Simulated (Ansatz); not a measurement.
LiF:
```xyz
2
Lattice="0.0000 2.0039 2.0039 2.0039 0.0000 2.0039 2.0039 2.0039 0.0000" Properties=species:S:1:pos:R:3 pbc="T T T"
Li     0.0000     0.0000     0.0000
F      2.0039     2.0039     2.0039
```

Relaxed with PBEsol. Special points in fractions of this cell's reciprocal vectors: Γ (0.000, 0.000, 0.000); X (0.500, 0.000, 0.500); U (0.625, 0.250, 0.625); K (0.375, 0.375, 0.750); L (0.500, 0.500, 0.500); W (0.500, 0.250, 0.750).

Problem. List the band energies nearest the valence-band maximum at these points for plane-wave PAW PBEsol (Ansatz code).

Solution. In eV from the valence-band maximum; about four levels below and three above (degenerate sets whole), none deeper than 8.9 eV; … stands for higher levels left out; points with the same levels are listed once.

| k | below | above |
|---|---|---|
| Γ | 0.00 0.00 0.00 | 9.05 … |
| X | -3.12 -1.04 -1.04 | 14.78 … |
| U | -2.60 -1.62 -0.76 | 14.39 … |
| L | -2.60 -0.24 -0.24 | 10.67 … |
| W | -2.16 -2.16 -0.82 | … |

Space group Fm-3m (rock salt). The PBEsol relaxation kept the symmetry of its start.

Potentials: the later of the program's two PAW sets.
